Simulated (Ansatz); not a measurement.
The lowest calculated structure of In2O3 and denser ones, each relaxed at zero pressure. Computed with PBEsol (plane waves to 420 eV, PAW, scalar-relativistic; Ansatz, a quantum-chemistry and plane-wave program).

```csv
structure,E − E(first row) (eV/atom),V (Å³/atom)
"Ia-3, cI80, bixbyite type",0,13.12
"Pnma, oP20",0.161,11.94
"P-3m1, hP5",0.157,12.34
```

Question: Estimate from H = E + PV, with the volumes held at these values, the pressure at which each denser structure becomes favourable. Which of these comes first?

Answer: The enthalpies cross at P = ΔE / (−ΔV); 1 eV/Å³ is 160.2 GPa.
- Pnma, oP20: 0.161 / (13.12 − 11.94) × 160.2 ≈ 22 GPa
- P-3m1, hP5: 0.157 / (13.12 − 12.34) × 160.2 ≈ 32 GPa (too high for this estimate to mean much)

First among these: Pnma, oP20, near 22 GPa. This leaves out the compression of both phases, so the common tangent of the full E(V) curves can lie elsewhere, the more so the higher the pressure.

Each run could gain symmetry but not lose that of its start, so entries can be saddle points. From databases, or of a type measured for this composition: Ia-3, cI80, bixbyite type; the others are generated cells (placed on structure types, drawn at random, substituted or restacked) that were not matched to a known phase here. Energies are at zero temperature and pressure, without zero-point motion. No spin polarisation in the result. Gaps of cells over 8 atoms come from the SCF mesh and high-symmetry points alone.
